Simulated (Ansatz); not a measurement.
# KBF$_{3}$: input and output

input.yaml (Ansatz 0.2.0)

```yaml
crystal:
  lattice:
    - [3.852503, 0.0, 0.0]
    - [0.0, 3.852503, 0.0]
    - [0.0, 0.0, 3.852503]
  atoms:
    - { symbol: K, position: [0.5, 0.5, 0.5] }
    - { symbol: B, position: [0.0, 0.0, 0.0] }
    - { symbol: F, position: [0.5, 0.0, 0.0] }
    - { symbol: F, position: [0.0, 0.5, 0.0] }
    - { symbol: F, position: [0.0, 0.0, 0.5] }
  symmetry: { tolerance: 0.0003 }
kpoints:
  mp_grid: { grid: [7, 7, 7], shift: [0, 0, 0] }
  band_path:
    path:
      - [0.0, 0.0, 0.0]
      - [0.0, 0.5, 0.0]
      - [0.5, 0.5, 0.0]
      - [0.0, 0.0, 0.0]
      - [0.5, 0.5, 0.5]
      - [0.0, 0.5, 0.0]
    npoints: 10
magnetization:
  spin_polarized: false
scf:
  occupations: { method: tetrahedron }
  lower_state_search: "off"
  max_iter: 200
hamiltonian:
  pseudopotentials: { kind: paw }
  xc: mr2scan
basis:
  ecutwfc: 500
  fft_grid_basis: typed
output:
  forces: true
  stress: true
  eigenvalues: true
  bader: true
  populations: true
  elf: true
  write_potential: true
  volumetric_format: npy
  dos:
    e_range: [-12, 8]
    de: 0.05
    projected: { site_lists: { B: [B], F: [F], K: [K] } }
checkpoint:
  read: saved_state
```

The saved state is an earlier solution for the same cell, perhaps on another mesh. 

Output (shortened):

```
Pseudopotentials: kind: paw
Pseudopotential: K, paw, valence charge 9, recommended cutoff 500 eV (meta_gga), K.paw.azcp
Pseudopotential: B, paw, valence charge 3, recommended cutoff 500 eV (meta_gga), B.paw.azcp
Pseudopotential: F, paw, valence charge 7, recommended cutoff 500 eV (meta_gga), F.paw.azcp
Functional definition: m-r2SCAN
  exchange = m_r2scan_x
  correlation = m_r2scan_c
Crystal: 5 atoms, lattice volume = 57.178 Å³
Basis set: ecut = 500 eV, 1419 PW (Γ), exchange–correlation on 120×120×120 points (64 copies of the dense FFT grid, shifted against one another)
Bands: 22, of which v1, the nominal top of the filled ones, is band 17 counted from 1 (16 counted from 0)
Symmetry: 48 space group operations
Space group: Pm-3m (ITA 221), of the structure as read, at distance tolerance 1.2e-3 Å
k-points: 20 of 343
Initial density: read from a saved state, or passed on in memory by an earlier SCF of this step, an earlier step, the calling program or the single point that the run made first
Functional: x = mr2scan, c = mr2scan; τ floored in thin density (d = 2e-4 eV/Å³)
SCF iter   1: F=—  Δρ=1.01e-3  dr2=2.89e-4  dr2_τ=1.70e-4
SCF iter   2: F=—  Δρ=3.89e-4  dr2=2.45e-5  dr2_τ=3.26e-5
SCF iter   3: F=—  Δρ=1.69e-4  dr2=5.84e-6  dr2_τ=4.71e-6
SCF iter   4: F=—  Δρ=2.67e-5  dr2=1.57e-7  dr2_τ=1.18e-7
SCF iter   5: F=-4128.1337 eV  Δρ=4.47e-6  dr2=8.19e-9  dr2_τ=1.14e-9
Free energy (F): -4128.1337 eV
Harris-Foulkes:  -4128.1337 eV  (|F-HF|=9.36e-10)
Internal energy: -4128.1337 eV  (E = F + TS)
E sigma→0 (E₀):  -4128.1337 eV
Fermi energy:    7.2117 eV
--- Per-component energies (eV) ---
  E_band       = -195.8136
  E_kinetic    = 912.9963
  E_local      = -2051.0395  (includes V_loc(G=0)·N_el)
  E_nonlocal   = 244.5148
  E_hartree    = 732.5939
  E_xc         = -400.3071
  E_vxc        = -572.6807  (∫ρ·V_xc dr)
  E_paw        = -1474.7877  (= ΣΔE_a)
  E_vpaw       = -233.3555  (= ΣTr[D̂ρ^β])
  E_aug_tail   = 0.0031  (compensation charges beyond the density's cutoff)
  E_vtau       = 38.5571  (kinetic-family band-sum trace: ∫τ·v_τ [+ j·A + Jᵃ·Aᵃ] dr)
  E_ewald      = -2091.7987
  E_core_change = -0.3088  (= ΣΔE_core)
  E_smearing   =  0.0000  (= −TS)
--- Stress (GPa, compression-positive) ---
       -2.0146       0.0000       0.0000
        0.0000      -2.0146       0.0000
        0.0000       0.0000      -2.0146
  P = ⅓ Tr σ = -2.0146 GPa (-20.146 kbar)
--- Bader charges: 5 sites ---
  site symbol  charge [e]  shift [e]
     0      K      0.8925     0.0000
     1      B      1.3250     0.0032
     2      F     -0.7392     0.0011
     3      F     -0.7392     0.0011
     4      F     -0.7392     0.0011
```

Absolute energies hang on the potentials; compare differences alone.

Origin: a known structure type with other elements, at an estimated volume, so it need not be a known compound. Caveats: empty levels are not fully converged; forces and stress under tetrahedra may miss the slope of the energy; odd electron count without spin polarisation, so a magnetic state may lie lower; m-r2SCAN is r2SCAN with a changed spin dependence that lowers moments.
